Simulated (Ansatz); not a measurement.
Input file for Ansatz (an electronic-structure program):

Ansatz 0.2 input:
```yaml
crystal:
  lattice:
    - [3.9787686449, 2.2971431482, 2.616349229]
    - [-3.9787686449, 2.2971431482, 2.616349229]
    - [0.0, -4.5942862964, 2.616349229]
  atoms:
    - { symbol: Si, position: [0.7153301097, 0.2846698903, 0.5] }
    - { symbol: Si, position: [0.5, 0.7153301097, 0.2846698903] }
    - { symbol: Si, position: [0.2846698903, 0.5, 0.7153301097] }
    - { symbol: O, position: [0.309574865, 0.690425135, 0.5] }
    - { symbol: O, position: [0.5, 0.309574865, 0.690425135] }
    - { symbol: O, position: [0.690425135, 0.5, 0.309574865] }
    - { symbol: O, position: [0.0, 0.3339399203, 0.6660600797] }
    - { symbol: O, position: [0.6660600797, 0.0, 0.3339399203] }
    - { symbol: O, position: [0.3339399203, 0.6660600797, 0.0] }
kpoints:
  mp_grid: { grid: [6, 6, 6] }
hamiltonian:
  xc: r2scan
  pseudopotentials: { azcp: { folder: ./paw }, kind: paw }
scf:
  occupations: { method: fixed }
phonons:
  method: dfpt
  response_accuracy: low
  qmesh: [2, 2, 2]
  interpolated_qmesh: [11, 11, 11]
  dielectric: true
  rigid_motions: translations
  temperatures: { t_max: 1000, t_step: 50 }
  qpath:
    path:
      - [[0.0, 0.0, 0.0], [0.5, 0.0, 0.0], [0.5, -0.5, 0.5], [0.382870832, -0.617129168, 0.382870832]]  # Γ-L-T-P_0
      - [[0.382870832, 0.382870832, 0.382870832], [0.0, 0.0, 0.0], [0.5, -0.5, 0.0]]  # P_2-Γ-F
    npoints: 16
```

Output (shortened):

```
WARN phonons: the dynamical matrix that this run interpolates holds no multipole term above the dipole-dipole one, and a site of this crystal is no centre of …
Pseudopotential: Si, paw, valence charge 4
Pseudopotential: O, paw, valence charge 6
Functional definition: r2SCAN
Crystal: 9 atoms, lattice volume = 143.477 Å³
Basis set: ecut = 500 eV, 3663 PW (Γ), exchange–correlation on 200×200×200 points (125 copies of the dense FFT grid, shifted against one another)
Bands: 33, of which v1, the nominal top of the filled ones, is band 24 counted from 1 (23 counted from 0)
Symmetry: 6 space group operations
k-points: 112 of 216 (irreducible under 1 space group operation, time reversal used)
SCF 1 converged in 11 iterations: F = -5339.949800 eV  dr2 = 2.13e-12
WARN: on the 11×11×11 q-mesh 15 entries of the irreducible table, 9.016e-2 modes per cell, the lowest at -46.45 cm⁻¹, stand at or below zero and are read as no …
SCF converged after 11 iterations
Free energy (F): -5339.949800 eV
Harris-Foulkes:  -5339.949800 eV  (|F-HF|=8.19e-12)
Internal energy: -5339.949800 eV  (E = F + TS)
E sigma→0 (E₀):  -5339.949800 eV
Fermi energy:    -0.147803 eV
--- Per-component energies (eV) ---
  E_band       = -344.516509
  E_kinetic    = 1174.971211
  E_local      = -3833.230842  (includes V_loc(G=0)·N_el)
  E_nonlocal   = 373.834408
  E_hartree    = 1476.283405
  E_xc         = -590.070725
  E_vxc        = -778.272982  (∫ρ·V_xc dr)
  E_paw        = -2550.364936  (= ΣΔE_a)
  E_vpaw       = -283.535164  (= ΣTr[D̂ρ^β])
  E_aug_tail   = 0.001637  (compensation charges beyond the density's cutoff)
  E_vtau       = 49.148439  (kinetic-family band-sum trace: ∫τ·v_τ [+ j·A + Jᵃ·Aᵃ] dr)
  E_ewald      = -1390.953011
  E_core_change = -0.420946  (= ΣΔE_core)
  E_smearing   =  0.000000  (= −TS)
  E_closure    =  0.000000  (closes the sum)
  Σ components = -5339.949800   (vs F -5339.949800, Δ=0.00e0)
--- Band table (eV; the first three rows and the last of 112) ---
  k-point 0: bands = ["-20.4633", "-18.9122", "-18.9122", "-18.5119", "-18.3630", "-18.3630", "-8.4732", "-8.4732", "-5.8267", "-5.1269", "-5.1269", "-4.7468", "-3.9232", "-2.7507", "-2.7507", "-1.9658", "-1.8966", "-1.8966", "-1.8336", "-0.9978", "-0.9978", …
  k-point 1: bands = ["-20.4160", "-19.1403", "-18.7602", "-18.4982", "-18.3964", "-18.3273", "-8.7501", "-8.0558", "-5.8213", "-5.2185", "-5.0834", "-4.7880", "-3.9089", "-2.7928", "-2.6774", "-2.1086", "-1.9115", "-1.8861", "-1.7797", "-1.0368", "-0.9823", …
  k-point 2: bands = ["-20.2990", "-19.3875", "-18.6917", "-18.4597", "-18.4120", "-18.3143", "-8.8996", "-7.5694", "-5.8458", "-5.3397", "-5.0686", "-4.8830", "-3.8839", "-2.8280", "-2.5844", "-2.3650", "-1.8609", "-1.8389", "-1.7634", "-1.0961", "-1.0125", …
  k-point 111: bands = ["-19.5981", "-19.5255", "-19.5255", "-18.4415", "-18.3203", "-18.3203", "-7.6725", "-6.9034", "-6.9034", "-5.6941", "-5.0157", "-5.0157", "-3.8623", "-3.0010", "-2.5222", "-2.5222", "-2.2616", "-1.2975", "-1.2975", "-1.1463", …
--- Phonons (Γ-DFPT): 8 representative perturbations + reference, on 112 of 216 k-points (Σ response iterations 52) ---
  ASR residual: 1.124e-3 → 0.000e0 eV/Å²; symmetrization residual: 1.052e-4 eV/Å²
  ASR residual per site (eV/Å²): 2.28e-4 1.95e-4 1.95e-4 7.03e-4 5.63e-4 5.63e-4 1.12e-3 1.12e-3 1.12e-3
  Γ frequencies (cm⁻¹): 0.00 0.00 0.00 46.42 156.74 156.74 298.18 298.18 331.97 354.99 381.00 381.00 421.25 421.25 456.29 587.87 719.64 719.64 813.85 813.85 833.95 1025.95 1042.82 1042.82 1090.94 1165.14 1165.14
  ε∞ (high-frequency dielectric tensor):
        2.033351     0.000000     0.000000
        0.000000     2.033351     0.000000
        0.000000     0.000000     2.076125
  ε⁰ (static dielectric tensor: ions relaxed, cell fixed):
        3.355059     0.000000     0.000000
        0.000000     3.355059     0.000000
        0.000000     0.000000     3.645068
  ε⁰ − ε∞ (ionic part):
        1.321708     0.000000     0.000000
        0.000000     1.321708     0.000000
        0.000000     0.000000     1.568943
  softest optical mode at Γ: 46.42 cm⁻¹; the repairs (sum rule, projections) moved no ω² at Γ by more than (8.54 cm⁻¹)²
  Born effective charges Z* (e; rows j = field, columns β = displacement):
    site 0:
         3.53883    0.00000    0.00000
         0.00000    2.71145    0.56143
         0.00000    0.10199    3.36014
    site 1:
         2.91830   -0.35827   -0.48621
        -0.35827    3.33199   -0.28072
        -0.08833   -0.05100    3.36014
    site 2:
         2.91830    0.35827    0.48621
         0.35827    3.33199   -0.28072
         0.08833   -0.05100    3.36014
    site 3:
        -1.16006    0.00000    0.00000
         0.00000   -2.46781   -0.00678
         0.00000   -0.09010   -0.99640
    site 4:
        -2.14087   -0.56627    0.00587
        -0.56627   -1.48700    0.00339
         0.07803    0.04505   -0.99640
    site 5:
        -2.14087    0.56627   -0.00587
         0.56627   -1.48700    0.00339
        -0.07803    0.04505   -0.99640
    site 6:
        -1.46466   -0.26579   -0.87019
        -0.26579   -1.15776   -0.50241
        -0.77612   -0.44809   -2.36374
    site 7:
        -1.46466    0.26579    0.87019
         0.26579   -1.15776   -0.50241
         0.77612   -0.44809   -2.36374
    site 8:
        -1.00431    0.00000    0.00000
         0.00000   -1.61811    1.00481
         0.00000    0.89619   -2.36374
  Z* charge neutrality: 3.397e-5 e pre-enforcement
  k-mesh period / interband length: 31.7 Å / 0.98 Å = 32.30 at k = (0.0000, 0.0000, 0.0000), direct gap 6.374 eV — 14 or more, which is no proof of convergence
  optical modes at Γ without the LO–TO term, one row a degenerate level:
      ω (cm⁻¹)  modes    IR ((D/Å)²/amu)
         46.42      1             0.0106
        156.74      2             0.1034
        298.18      2             0.0023
        331.97      1             1.0160
        354.99      1             0.0000
        381.00      2             6.6497
        421.25      2             5.7872
        456.29      1            10.5903
        587.87      1             0.0000
        719.64      2            11.3444
        813.85      2             2.9565
        833.95      1             0.0000
       1025.95      1             0.3930
       1042.82      2            73.5052
       1090.94      1            47.8153
       1165.14      2             1.6344
  optical modes at Γ + LO–TO along q̂ = [1.0000, 0.0000, 0.0000]:
      ω (cm⁻¹)  modes    IR ((D/Å)²/amu)
         46.42      1             0.0106
        156.74      1             0.0517
        157.45      1             0.0179
        298.18      1             0.0011
        298.19      1             0.0003
        331.97      1             1.0160
        354.99      1             0.0000
        381.00      1             3.3249
        394.16      1             0.4925
        421.25      1             2.8936
        445.58      1             2.4040
        456.29      1            10.5903
        587.87      1             0.0000
        719.64      1             5.6722
        738.88      1             2.5016
        813.85      1             1.4783
        818.97      1             0.8654
        833.95      1             0.0000
       1025.95      1             0.3930
       1042.82      1            36.7526
       1090.94      1            47.8153
       1153.17      1            10.9841
       1165.14      1             0.8172
       1191.67      1            33.7258
  optical modes at Γ + LO–TO along q̂ = [0.0000, 1.0000, 0.0000]:
      ω (cm⁻¹)  modes    IR ((D/Å)²/amu)
         46.42      1             0.0106
        156.74      1             0.0517
        157.45      1             0.0179
        298.18      1             0.0011
        298.19      1             0.0003
        331.97      1             1.0160
        354.99      1             0.0000
        381.00      1             3.3249
        394.16      1             0.4925
        421.25      1             2.8936
        445.58      1             2.4040
        456.29      1            10.5903
        587.87      1             0.0000
        719.64      1             5.6722
        738.88      1             2.5016
        813.85      1             1.4783
        818.97      1             0.8654
        833.95      1             0.0000
       1025.95      1             0.3930
       1042.82      1            36.7526
       1090.94      1            47.8153
       1153.17      1            10.9841
       1165.14      1             0.8172
       1191.67      1            33.7258
  optical modes at Γ + LO–TO along q̂ = [0.0000, 0.0000, 1.0000]:
      ω (cm⁻¹)  modes    IR ((D/Å)²/amu)
         46.89      1             0.0035
        156.74      2             0.1034
        298.18      2             0.0023
        337.09      1             0.2224
        354.99      1             0.0000
        381.00      2             6.6497
        421.25      2             5.7872
        515.13      1             5.8394
        587.87      1             0.0000
        719.64      2            11.3444
        813.85      2             2.9565
        833.95      1             0.0000
       1026.36      1             0.0337
       1042.82      2            73.5052
       1165.14      2             1.6344
       1247.82      1            53.7260
  non-analytic LO–TO correction: the dipole-dipole term of the run's Born effective charges and high-frequency dielectric tensor (where they are solved with …
--- Phonons (arbitrary-q DFPT): 4 irreducible q on the 2×2×2 mesh ---
  q = [0.0000, 0.0000, 0.0000] (star 1, of the zone-centre solve; hermiticity 4.00e-6, symmetrization 3.12e-7): -0.01  0.00  0.00 46.42 156.74 156.74 298.18 298.18 331.97 354.99 381.00 381.00 421.25 421.25 456.29 587.87 719.64 719.64 813.85 813.85 833.95 …
  q = [0.0000, 0.0000, -0.5000] (star 3, 18 solved perturbations in 1620 linear systems a pass and spin channel, the states on 112 of 216 k-point pairs; hermiticity 2.67e-6, symmetrization 4.94e-14): 20.56 77.19 94.06 186.89 190.07 247.57 265.41 283.39 283.74 …
  q = [0.0000, -0.5000, -0.5000] (star 3, 15 solved perturbations in 1548 linear systems a pass and spin channel, the states on 112 of 216 k-point pairs; hermiticity 2.50e-6, symmetrization 1.92e-9): 25.17 62.66 122.30 169.02 223.62 239.36 256.05 314.31 …
  q = [-0.5000, -0.5000, -0.5000] (star 1, 8 solved perturbations in 588 linear systems a pass and spin channel, the states on 112 of 216 k-point pairs; hermiticity 2.35e-6, symmetrization 3.77e-10): 64.43 183.73 183.73 223.24 223.24 262.39 262.39 319.27 …
  sum rule: each row above includes the acoustic sum rule's correction from the zone centre's row sums; it moved no ω² by more than (4.76 cm⁻¹)²
  mesh force constants: q→R imaginary residual 1.63e-17; ASR residual 1.124e-3 → 0.000e0 eV/Å²; symmetrization residual 7.105e-14 eV/Å²
  interpolated dispersion: 83 rows × 27 modes
  density of states and harmonic sums: on the 11×11×11 q-mesh, interpolated from the force constants of a 2×2×2 supercell (with the dipole–dipole term)
  largest difference from the sums on the solved wave vectors: F 2.30e-2 eV, S 5.36e-5 and C_V 2.38e-5 eV/K
  zero-point energy: 0.951432 eV/cell   skipped modes (ω ≤ 0): 18, of them read as no rigid motion or as one in doubt …
```

Cost: around 2.8 core-hours (rough) on shared cores.

Space group R32. The first step of the workflow began from a Materials Project structure, measured or hypothetical; the Crystallography Open Database copy checked does not list it. It is not the phase usual at ambient conditions (space group No. 92, 152, 154). The cell was relaxed with r²SCAN under the symmetry of its start.

Potentials: the earlier of the program's two PAW sets.

Ansatz is a plane-wave DFT program.
